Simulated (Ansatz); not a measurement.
C:
```yaml
crystal:
  lattice:
    - [3.80193, 0.00000, 0.00000]
    - [0.00000, 3.80193, 0.00000]
    - [0.00000, 0.00000, 4.68110]
  atoms:
    - { symbol: C, position: [0.92430, 0.07570, 0.75000] }
    - { symbol: C, position: [0.42430, 0.42430, 0.00000] }
    - { symbol: C, position: [0.07570, 0.92430, 0.25000] }
    - { symbol: C, position: [0.57570, 0.57570, 0.50000] }
    - { symbol: C, position: [0.62087, 0.16668, 0.53360] }
    - { symbol: C, position: [0.33332, 0.12087, 0.78360] }
    - { symbol: C, position: [0.37913, 0.83332, 0.03360] }
    - { symbol: C, position: [0.66668, 0.87913, 0.28360] }
    - { symbol: C, position: [0.12087, 0.33332, 0.21640] }
    - { symbol: C, position: [0.83332, 0.37913, 0.96640] }
    - { symbol: C, position: [0.87913, 0.66668, 0.71640] }
    - { symbol: C, position: [0.16668, 0.62087, 0.46640] }
```

Relaxed with PBE. Special points in fractions of this cell's reciprocal vectors: Γ (0.000, 0.000, 0.000); X (0.000, 0.500, 0.000); M (0.500, 0.500, 0.000); Z (0.000, 0.000, 0.500); R (0.000, 0.500, 0.500); A (0.500, 0.500, 0.500).

Task: List the band energies nearest the valence-band maximum at these points for plane-wave PAW PBE (Ansatz code).

Result: In eV from the valence-band maximum; about four levels below and three above (degenerate sets whole), none deeper than 8.9 eV; points with the same levels are listed once.

```
k                    below                above
-  -----------------------  -------------------
Γ  -1.88 -1.67 -1.67 -0.51       4.97 6.28 6.28
X  -0.96 -0.96 -0.47 -0.47  6.13 6.13 6.44 6.44
M  -1.23 -1.23 -0.37 -0.37  5.29 5.29 6.37 6.37
Z  -1.88 -1.88 -1.56 -1.56  4.99 4.99 5.37 5.37
R  -1.59 -1.59 -0.88 -0.88  5.24 5.24 5.94 5.94
A  -1.75 -1.75 -1.75 -1.75  5.61 5.61 5.61 5.61
```

Space group P4_12_12. The start of the workflow was typed in or built on a structure type; neither database checked (COD, Materials Project) lists it. It is not the phase usual at ambient conditions (space group No. 194, 227). Symmetry was held in the PBE relaxation; its stability against distortions is not shown here. The volume moved by 26 % from the start of the relaxation.

Potentials: the later of the program's two PAW sets.
